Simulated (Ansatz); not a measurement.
**Li₂TiO₂: zone-centre modes**

The calculation used DFT PBE, scalar-relativistic, plane waves, PAW (Ansatz 0.2.0). Plane waves to 420 eV; Γ-centred k mesh 14×14×14; Gaussian smearing of 0.10 eV. No spin polarisation. Phonons by linear response, acoustic sum rule imposed.

Relaxed structure:
```
Li Ti O
1.0
    -1.46359    1.91940    4.69385
     1.46359   -1.91940    4.69385
     1.46359    1.91940   -4.69385
Li Ti O
2 1 2
Direct
  0.30319 0.30319 0.00000
  0.69681 0.69681 0.00000
  0.00000 0.00000 0.00000
  0.85577 0.35577 0.50000
  0.14423 0.64423 0.50000
```

The structure comes from a proposed guess, relaxed at this level; another structure or a mixture of phases may lie lower. In a metal, frequencies depend on the k mesh and the smearing, soft modes most.

Problem. Is this structure stable against zone-centre distortions?

Solution. Yes, at Γ: no optical mode is imaginary. Strains and other wave vectors aren't tested by this run.

Problem. List the optical modes at Γ (i marks imaginary ones).

Solution.
```
frequency (meV)  degeneracy
           28.1           1
           38.7           1
           39.5           1
           39.7           1
           40.7           1
           41.3           1
           44.1           1
           46.7           1
           57.6           1
           60.7           1
           66.5           1
           67.7           1
```
